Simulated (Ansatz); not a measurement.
With plane-wave PAW r²SCAN (Ansatz code), SiGe in the orthorhombic phase (Pmma; Si on 2e, Ge on 2f) relaxes to a = 3.923 Å, b = 3.928 Å, c = 5.543 Å. Si has 4 nearest neighbours from 2.37 Å (tetrahedral); Ge has 4 nearest neighbours from 2.40 Å (tetrahedral). Its formation energy from the elements is 0.010 eV/atom, with no fitted shifts.

It is gapped at this level: 0.58 eV (indirect). The screened hybrid HSE06 puts the gap at 0.91 eV. Gap from r²SCAN with spin–orbit coupling: 0.54 eV. The electron mass is 0.30, 0.42, 0.68 mₑ (principal values). The hole mass is 0.067, 0.23, 1.9 mₑ (principal values).

The bulk modulus is 84.4 GPa. The elastic constants imply a Debye temperature near 475 K. Bader charges are Si +0.18, Ge -0.18 e.

The start of the workflow was typed in or built on a structure type; neither database checked (COD, Materials Project) lists it. Its standing as an ambient phase is unchecked. Symmetry was held in the r²SCAN relaxation; its stability against distortions is not shown here. The references are the lowest solids computed at this level, not always the standard phases. Spin–orbit coupling is left out wherever it is not named.

Potentials: the later of the program's two PAW sets.
